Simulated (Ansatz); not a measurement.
input.yaml (Ansatz)

```yaml
crystal:
  lattice:
    - [2.7256750237, 0.0, 0.0]
    - [-1.3628375119, 2.360503813, 0.0]
    - [0.0, 0.0, 4.5940050839]
  atoms:
    - { symbol: Pd, position: [0.3333333333, 0.6666666667, 0.25], spin: 0.5 }
    - { symbol: Pd, position: [0.6666666667, 0.3333333333, 0.75], spin: 0.5 }
hamiltonian:
  xc: lda
  pseudopotentials:
    kind: paw
    azcp:
      Pd: "pseudopotentials/Pd.paw.azcp"
basis:
  ecutwfc: 420
  fft_grid_basis: typed
kpoints:
  mp_grid: { grid: [15, 15, 8], shift: [0, 0, 0] }
magnetization:
  spin_polarized: true
scf:
  occupations: { method: fermi_dirac, width: 0.05 }
  lower_state_search: "off"
output:
  stress: true
```

and its output:

```
Warning: the record states the generating functional pbe (its physics header spells it `PBE`), which answers neither for hamiltonian.xc's functional nor for the lda family's — results may be inconsistent (PPs are generated against a specific XC)
Engine: ansatz 0.2.0, x86_64-unknown-linux-gnu
Pseudopotentials: kind: paw
Pseudopotential: Pd, paw, valence charge 18, recommended cutoff 420 eV (normal) 
Functional definition: SPW92
  exchange = slater_x
  correlation = pw_c
Crystal: 2 atoms, lattice volume = 29.558 Å³
Basis set: ecut = 420 eV, 573 PW (Γ)
Bands: 23, of which v1, the nominal top of the filled ones, is band 18 counted from 1 (17 counted from 0)
Symmetry: 24 space group operations
Space group: P63/mmc (ITA 194), of the structure as read, at distance tolerance 3.1e-5 Å
Magnetic group: BNS 194.263 (UNI 1493), of the structure as read, at distance tolerance 3.1e-5 Å
k-points: 135 of 1800
Non-local potential: Pd, projectors of the file, l = 0: 2, l = 1: 2, l = 2: 2, l = 3: 1
PAW form: soft (Blöchl's): semilocal exchange-correlation on the pseudo side does not see the compensation charge
PAW frozen core: Pd, regenerated for the run's functional, and the local potential with it (the file was generated under x = pbe(κ = 0.804, μ = 0.2195149727645171), c = pbe(β = 0.06672455060314922))
PAW one-centre angular grid: Pd, 590 points (default); XC on 64 Gauss nodes
Initial density: superposition of atomic densities (chi_scale 0.1, normalization cell)
Starting moments: Σ|m| = 1 μB on 2 of 2 sites
Initial wavefunctions: pseudopotential atomic-orbital guess
Functional: x = slater, c = lda
SCF iter   1: F=—  HF=-13691.561404 eV  |F-HF|=—  |Δ(HF+E_count)|=         —  Δρ=9.56e-2 (↑9.56e-2 ↓7.80e-2)  dr2=8.78e0  dr2_m=4.31e-2  M=0.663 μB ∫|m|=0.674 μB  β_m=0.30  ethr=3.10e-3  ⟨swp⟩=5.2  Hψ=27030  notcnv=0
spin=Collinear: Kerker preconditioning applied to the charge; magnetization (m = ρ↑ − ρ↓) channel mixes plain (no charge-response kernel on spin).
SCF iter   2: F=—  HF=-13689.907628 eV  |F-HF|=—  |Δ(HF+E_count)|=    1.65e0  Δρ=5.53e-2 (↑5.53e-2 ↓4.48e-2)  dr2=2.88e0  dr2_m=2.19e-2  M=0.647 μB ∫|m|=0.663 μB  β_m=0.30  ethr=3.10e-3  ⟨swp⟩=2.3  Hψ=12566  notcnv=0  defer=84
SCF iter   3: F=—  HF=-13689.096079 eV  |F-HF|=—  |Δ(HF+E_count)|=   8.12e-1  Δρ=1.91e-2 (↑1.43e-2 ↓1.91e-2)  dr2=1.13e-1  dr2_m=1.05e-2  M=0.640 μB ∫|m|=0.660 μB  β_m=0.30  ethr=3.10e-3  ⟨swp⟩=2.3  Hψ=10723  notcnv=0  defer=84
SCF iter   4: F=—  HF=-13689.078515 eV  |F-HF|=—  |Δ(HF+E_count)|=   1.76e-2  Δρ=6.01e-3 (↑6.01e-3 ↓5.49e-3)  dr2=3.98e-3  dr2_m=7.64e-3  M=0.613 μB ∫|m|=0.633 μB  β_m=0.30  ethr=3.13e-4  ⟨swp⟩=2.0  Hψ=13915  notcnv=0  defer=116
SCF iter   5: F=—  HF=-13689.079532 eV  |F-HF|=—  |Δ(HF+E_count)|=   1.02e-3  Δρ=4.82e-3 (↑4.79e-3 ↓4.82e-3)  dr2=1.15e-3  dr2_m=5.55e-3  M=0.590 μB ∫|m|=0.611 μB  β_m=0.30  ethr=1.11e-5  ⟨swp⟩=1.6  Hψ=7185  notcnv=0  defer=116
SCF iter   6: F=—  HF=-13689.079533 eV  |F-HF|=—  |Δ(HF+E_count)|=   1.22e-6  Δρ=3.99e-3 (↑3.99e-3 ↓3.90e-3)  dr2=4.72e-5  dr2_m=4.19e-3  M=0.569 μB ∫|m|=0.590 μB  β_m=0.30  ethr=3.18e-6  ⟨swp⟩=2.8  Hψ=9895  notcnv=0  defer=116
...
iter 21 did not close the SCF: its close was put off for a magnetic moment that had not settled (scf_convergence_deferred on its scf_iter line)
SCF iter  21: F=-13689.083641 eV  HF=-13689.083641 eV  |F-HF|=7.28e-11  |Δ(HF+E_count)|=   1.62e-7  Δρ=2.36e-6 (↑2.34e-6 ↓2.36e-6)  dr2=4.20e-10  dr2_m=1.21e-9  M=0.001 μB ∫|m|=0.001 μB  β_m=0.99  ethr=4.02e-11  ⟨swp⟩=1.8  Hψ=20929  notcnv=0
iter 22 did not close the SCF: its close was put off for a magnetic moment that had not settled (scf_convergence_deferred on its scf_iter line)
SCF iter  22: F=-13689.083641 eV  HF=-13689.083641 eV  |F-HF|=5.28e-11  |Δ(HF+E_count)|=   6.06e-9  Δρ=8.53e-7 (↑7.89e-7 ↓8.53e-7)  dr2=1.14e-10  dr2_m=8.00e-11  M=0.000 μB ∫|m|=0.000 μB  β_m=0.91  ethr=1.17e-12  ⟨swp⟩=1.0  Hψ=19508  notcnv=0
SCF iter  23: F=-13689.083641 eV  HF=-13689.083641 eV  |F-HF|=5.46e-12  |Δ(HF+E_count)|=  4.07e-10  Δρ=6.75e-8 (↑5.49e-8 ↓6.75e-8)  dr2=9.85e-13  dr2_m=2.77e-13  M=0.000 μB ∫|m|=0.000 μB  ethr=1.00e-12  ⟨swp⟩=1.0  Hψ=18014  notcnv=0
WARN: the starting moments were not kept: the SCF closed with an absolute magnetisation of 1.7e-5 μB, where they sum to 1 μB in size (2 sites). That is at most 0.1 of that sum. Measured as dr2_m measures the in/out step, that magnetisation stands 1.1e-10 eV from none, at or under the dr2_threshold of 1.0e-7 eV: it is no larger than a step whose dr2_m would equal this threshold. The system may hold no moment; this SCF shows only that its start led to no more than that. To try another start: raise the starting moments (crystal.atoms[].spin, magnetization.per_species, magnetization.initial_magnetization, or on a non-collinear deck that types none of these the spinor_matrix: blocks that start its atoms; where the total moment is fixed, keep their sum and leave initial_magnetization as it is; typed ones take the place of any that the run laid by itself, positive ones on a crystal's lanthanoids without a Hubbard term where scf.initial_density.shell_occupations: [] is typed) or, if the notice of its spin-set hold's release reads "site moments contracting" or "site moments show no strong build", lengthen the hold (scf.mixing.spin_hold: { on: { confirm: 4 } }; for m-r²SCAN on two components see the key's manual first). Each may lead to a state that holds a moment. A second SCF, from the converged charge density, with the starting moments and any scf.initial_density.shell_occupations laid on it anew, would have followed, and was not run: the deck does not ask for one (magnetization.retry_lost_moments is false, the default). To let it run, set magnetization.retry_lost_moments: true and run the deck again, where that key's refused combinations let it; where memory then withholds it, that run's warning says so.
SCF 1 converged in 23 iterations: F = -13689.083641 eV  dr2 = 9.85e-13
SCF converged after 23 iterations
Magnetization: 0.0000 μB (18.0000 up, 18.0000 down)
Absolute magnetization: 0.0000 μB (∫|ρ↑−ρ↓|, with the PAW one-centre terms)
Spin contamination: 0.0000 ħ² per cell (⟨S²⟩ above its minimum at these occupations)
Per-site moments (μB) at R_I (Å): [(8.608716854853848e-6, 1.1243409472798336), (8.608716854962863e-6, 1.1243409472798336)]
Free energy (F): -13689.083641 eV
Harris-Foulkes:  -13689.083641 eV  (|F-HF|=5.46e-12)
Internal energy: -13689.042219 eV  (E = F + TS)
E sigma→0 (E₀):  -13689.062930 eV
Entropy (-TS):   -0.041422 eV (-20.711 meV/atom)
Fermi energy:    19.415909 eV
--- Per-component energies (eV) ---
  E_band       = -285.648045
  E_kinetic    = 1026.547175
  E_local      = -3511.966766  (includes V_loc(G=0)·N_el)
  E_nonlocal   = 445.829352
  E_hartree    = 1419.953495
  E_xc         = -335.243081
  E_vxc        = -422.510415  (∫ρ·V_xc dr)
  E_paw        = -7245.400322  (= ΣΔE_a)
  E_vpaw       = -663.454792  (= ΣTr[D̂ρ^β])
  E_aug_tail   = 0.000421  (compensation charges beyond the density's cutoff)
  E_ewald      = -5490.123960
  E_core_change = 1.361468  (= ΣΔE_core)
  E_smearing   = -0.041422  (= −TS)
  E_closure    = -0.000000  (closes the sum)
  Σ components = -13689.083641   (vs F -13689.083641, Δ=0.00e0)
--- Stress (GPa, compression-positive) ---
       -7.709668      -0.000000      -0.000000
        0.000000      -7.709668      -0.000000
       -0.000000      -0.000000      -8.107834
  P = ⅓ Tr σ = -7.8424 GPa (-78.424 kbar)
```
